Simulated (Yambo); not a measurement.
Yambo run on Na$_{3}$MoO$_{3}$F$_{3}$ (space group R3, No. 146). The wavefunctions are LDA (Quantum ESPRESSO, PseudoDojo norm-conserving, 88 Ry, scalar-relativistic) ones on a 2×2×2 mesh (40 occupied bands); a = b = c = 5.8061 Å, α = β = γ = 57.29°.

Yambo input:

```
rim_cut
gw0
dyson
el_el_corr
HF_and_locXC
ppa
em1d
RandQpts= 1000000
RandGvec= 1 Ry
EXXRLvcs= 88 Ry
VXCRLvcs= 352 Ry
Chimod= "HARTREE"
% BndsRnXp
 5 | 121 |
%
NGsBlkXp= 3 Ry
% LongDrXp
 1.0 | 1.0 | 1.0 |
%
PPAPntXp= 27.2114 eV
% GbndRnge
 1 | 121 |
%
GTermKind= "none"
DysSolver= "n"
ExtendOut
% QPkrange
 2 | 2 | 40 | 40 |
 4 | 4 | 40 | 41 |
%
```

k points by index: 2 = L, 4 = Z.

Resulting energies as the program prints them:

```
#    K-point    Band    Eo [eV]    E [eV]    E-Eo [eV]    Vxc [eV]    Vnlxc [eV]    Sc|Eo [eV]    Sc|E [eV]    dSc/dw|Eo [eV]    Re(Z)    Im(Z)
#
    2    40    0.000000    -1.088232    -1.088232    -19.37669    -24.66485    3.932825    4.199929    -6.678081    0.802943    -0.001399
    4    40    -0.169263    -1.302271    -1.133008    -19.26269    -24.48143    3.811056    4.085732    -6.596046    0.804891    -0.001398
    4    41    4.029137    6.472571    2.443434    -18.05108    -12.40584    -2.737420    -3.201806    -5.171439    0.840302    -0.001065
```
(The two width columns are left out.) Convergence of these settings isn't established.

Spin-orbit coupling is not included.

Geometry of the Materials Project entry, not relaxed at this level.
